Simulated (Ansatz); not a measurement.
**Al2Ga3P5 (I-4m2) at 3 levels of theory**

One geometry, relaxed with PBE; plane waves with PAW potentials in Ansatz, scalar-relativistic. No spin polarisation. Gaps are the least over mesh and band path; pressure is positive in compression.

```xyz
10
Lattice="-1.9470 1.9470 13.7670 1.9470 -1.9470 13.7670 1.9470 1.9470 -13.7670" Properties=species:S:1:pos:R:3 pbc="T T T"
Al    0.0000    0.0000   19.2739
Al    0.0000    0.0000    8.2602
Ga    0.0000    0.0000   24.7811
Ga    0.0000    0.0000   13.7670
Ga    0.0000    0.0000    2.7530
P     1.9470    0.0000    6.8835
P     0.0000    1.9470    9.6312
P     1.9470    0.0000   12.3909
P     1.9470    0.0000    1.3761
P     0.0000    1.9470    4.1358
```

```json
{"level": "PBE", "cutoff (eV)": "420", "k mesh": "10×10×10", "gap (eV)": "1.58", "pressure (GPa)": "0.0"}
{"level": "r2SCAN", "cutoff (eV)": "500", "k mesh": "10×10×10", "gap (eV)": "1.87", "pressure (GPa)": "-2.0"}
{"level": "PBEsol", "cutoff (eV)": "420", "k mesh": "10×10×10", "gap (eV)": "1.45", "pressure (GPa)": "-2.4"}
```

The structure comes from a generated guess; another structure or a mixture of phases may lie lower.
